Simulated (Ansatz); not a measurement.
Pb₃O₄, first-principles data

Pb3O4:
```
Pb3O4
1.0
    6.95384     0.00000     0.00000
    0.00000     9.94707     0.00000
    0.00000     0.00000     3.44948
Pb O
6 8
Direct
  0.00731   0.80995   0.00000
  0.99269   0.19005   0.00000
  0.50731   0.69005   0.00000
  0.49269   0.30995   0.00000
  0.00000   0.50000   0.50000
  0.50000   0.00000   0.50000
  0.84414   0.59223   0.00000
  0.15586   0.40777   0.00000
  0.34414   0.90777   0.00000
  0.65586   0.09223   0.00000
  0.85054   0.30940   0.50000
  0.14946   0.69060   0.50000
  0.35054   0.19060   0.50000
  0.64946   0.80940   0.50000
```

Space group Pbam (No. 55); conventional cell a = 6.954 Å, b = 9.947 Å, c = 3.449 Å, α = β = γ = 90.00°.

Method: r²SCAN in the plane-wave PAW code Ansatz. Structure relaxed to zero pressure with the same functional. Other levels are named where they apply.

Cell and energy:

```yaml
volume_per_atom: 17.04 Å³
density: 9.54 g/cm³
Formation energy from the elements (no fitted shifts): -1.11 eV/atom
```

Electronic structure:

```yaml
band_gap: 1.35 eV (indirect)
valence_band_maximum: at Z (k = 0.000, 0.000, 0.500 in fractions of the reciprocal vectors)
conduction_band_minimum: on the Γ–X line, 96 % of the way from Γ (k = 0.479, 0.000, 0.000 in fractions of the reciprocal vectors) (2 equivalent valleys)
smallest_direct_gap_on_the_standard_path: 1.91 eV
electron_effective_mass: 0.50, 0.53, 0.71 mₑ (principal values)
hole_effective_mass: 0.42, 0.49, 0.89 mₑ (principal values)
```

Mechanics:

```yaml
Bulk modulus (Birch–Murnaghan fit): 38.4 GPa
Pressure derivative B′: 10.1
```

Charges:

```yaml
bader_charges: Pb +1.30 to +2.08, O -1.17 e
```

The first step of the workflow began from a Materials Project structure, measured or hypothetical; the Crystallography Open Database files this formula in space group No. 55, but the cells were not matched. Whether it is the stable phase at ambient conditions was not checked. The cell was relaxed with r²SCAN under the symmetry of its start; whether a distortion lowers the energy is not shown. The references are the lowest solids computed at this level, not always the standard phases (solids in place of the gases). Scalar-relativistic: spin–orbit coupling is off unless named, which matters more the heavier the elements.

Potentials: the later of the program's two PAW sets.
